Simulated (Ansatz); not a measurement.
# Trial structures of NaMg2Si2: starts and ends

These are results of DFT PBE, scalar-relativistic, plane waves, PAW in Ansatz, not measurements. All cells share a 420 eV cutoff and Γ-centred k meshes spaced at most about 0.3 Å⁻¹ (about 0.25 or finer for metals, 2π included). No spin polarisation in the final relaxations.

Each guess was relaxed in cell and atoms at zero pressure, within the symmetry of its start. These are static total energies at zero pressure. Coordination counts Si atoms around Mg and Na (those within 1.25 times the shortest such distance or 1.15 times the sum of covalent radii; the shortest distance is added where it is long for a bond).

```tsv
guess	made from	start group	V start (Å³/atom)	end group	V end (Å³/atom)	coordination at the end	gap on mesh (eV)	E over the lowest end (meV/atom)
1	random cell	Cmmm	17.4	?	?	?	?	?
2	random cell	P6/mmm	18.3	P6/mmm	25.6	Na 12 from 4.0 Å, Mg 2	0	353
3	random cell	P4/mmm	17.5	P4/mmm	28.4	Na 8 from 4.6 Å, Mg 4	0	136
4	CaMn2P2 type	P-3m1	16.0	P-3m1	22.2	Na 6, Mg 5	0	0
```

Guess 1 as it starts:

```
CELL_PARAMETERS angstrom
2.45715 -3.86530 0.00000
2.45715 3.86530 0.00000
0.00000 0.00000 4.56835
ATOMIC_POSITIONS crystal
Na 0.50000 0.50000 0.50000
Mg 0.74132 0.25868 0.00000
Mg 0.25868 0.74132 0.00000
Si 0.50000 0.50000 0.00000
Si 0.00000 0.00000 0.00000
```

Question: Fill in the missing row: what does this guess relax into, and where does it rank?

Answer: It ends in space group Cmmm (No. 65), with a = 5.501 Å, b = 10.444 Å, c = 5.778 Å, 33.2 Å³/atom and no gap. It lies 0.37 eV/atom over the lowest end, above guess 2 and so the highest of the set. Counting Si atoms around Mg and Na, this end has Na 2, Mg 2 and the lowest (guess 4) has Na 6, Mg 5.

```cif
data_structure
_symmetry_space_group_name_H-M 'Cmmm'
_symmetry_Int_Tables_number 65
_cell_length_a 5.5007
_cell_length_b 10.4443
_cell_length_c 5.7781
_cell_angle_alpha 90.000
_cell_angle_beta 90.000
_cell_angle_gamma 90.000
_cell_volume 331.96
loop_
_atom_site_label
_atom_site_type_symbol
_atom_site_symmetry_multiplicity
_atom_site_Wyckoff_symbol
_atom_site_fract_x
_atom_site_fract_y
_atom_site_fract_z
_atom_site_occupancy
Na1 Na 2 c 0.50000 0.00000 0.50000 1
Mg1 Mg 4 i 0.50000 0.74921 0.00000 1
Si1 Si 2 b 0.50000 0.00000 0.00000 1
Si2 Si 2 a 0.00000 0.00000 0.00000 1
```

Formation energies are uncorrected and refer to the elements' standard structures at the same level.

Question: Is the lowest end bound against the elements?

Answer: No: its formation energy is +0.21 eV/atom. It can't be a ground state, since the elements alone are lower.

A magnetic state wasn't ruled out in cells without spin, among them P-3m1, P4/mmm, P6/mmm, Cmmm. Cells relaxed within their symmetry can be saddle points. A lower structure may well exist outside this small set. Some structure types and database cells were kept out of the candidates from the start, so a known form may be missing.
